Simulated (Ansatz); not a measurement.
# YMgCrS4: field gradients at two levels of theory

Cell: a Materials Project structure (computed, not necessarily an observed phase).

Space group Imma (No. 74); a = 7.5026, b = 7.6516, c = 10.6867 Å.

```
site  Wyckoff  site symmetry       x       y       z
   Y       4b          2/m..  0.5000  0.0000  0.0000
  Mg       4e            mm2  0.0000  0.2500  0.1237
  Cr       4d          .2/m.  0.2500  0.2500  0.7500
  S7       8h            m..  0.5000  0.4655  0.7456
  S8       8i            .m.  0.7500  0.2500  0.5206
```

One atom of each set is listed; the run and its k-mesh use a cell of 14 atoms with edges of 7.57, 7.57, 7.57 Å.

First run. Level of theory: DFT, PBE, plane waves and PAW, scalar-relativistic, collinear spin, 420 eV cutoff, Γ-centred 5×5×5 k-points, Fermi–Dirac smearing 0.02 eV (Ansatz 0.2.0). Start moments as typed (μB): 3 on each Cr, none on the rest.

```json
{"site": "Y", "V_zz (10²¹ V/m²)": "3.91", "η": "0.32", "m (μB)": "0.01"}
{"site": "Mg", "V_zz (10²¹ V/m²)": "0.17", "η": "0.36", "m (μB)": "0.01"}
{"site": "Cr", "V_zz (10²¹ V/m²)": "-1.70", "η": "0.28", "m (μB)": "2.73"}
{"site": "S7", "V_zz (10²¹ V/m²)": "-7.73", "η": "0.02", "m (μB)": "-0.04"}
{"site": "S8", "V_zz (10²¹ V/m²)": "6.74", "η": "0.46", "m (μB)": "-0.01"}
```

Second run. The same atoms and settings, except that the functional is r2SCAN and the cutoff is 500 eV.

Question: Given the first result, estimate the second.

Answer: 

```tsv
site	V_zz	η	change of V_zz	m (μB)
Y	3.99	0.36	+0.08	0.01
Mg	0.16	0.19	-0.01	0.00
Cr	-1.61	0.30	+0.09	2.82
S7	-7.45	0.02	+0.28	-0.05
S8	6.54	0.43	-0.20	-0.01
```

The largest change of V_zz is on S7, from -7.73 to -7.45. In per cent, |V_zz| changes by +2 on Y, -5 on Cr, -4 to -3 on S (all sites that start above 0.5). Where |V_zz| stays above 0.1, η moves most on Mg, from 0.36 to 0.19. The absolute magnetisation of the cell goes from 7.0 to 7.1 μB.

All moments are parallel here, as the start or the cell imposes; many such compounds order antiparallel, where fields and spin densities carried over to other atoms largely cancel. The magnetic order is the one that the run reached from its start moments, not necessarily the measured one.
For the first run: Without spin–orbit coupling (the program notes it for Y) the gradients can shift somewhat, as the gap is small. With a gap of 0.8 eV on this mesh, small gradients can still move by 0.1 × 10²¹ V/m² or more as the k-mesh gets denser.
For the second run: The program didn't check the stability of this electronic state in full, so a lower one may lie near. Without spin–orbit coupling (the program notes it for Y) the gradients are little affected as a rule: paired runs on crystals with a gap mostly move them by under 2 % at such atoms.
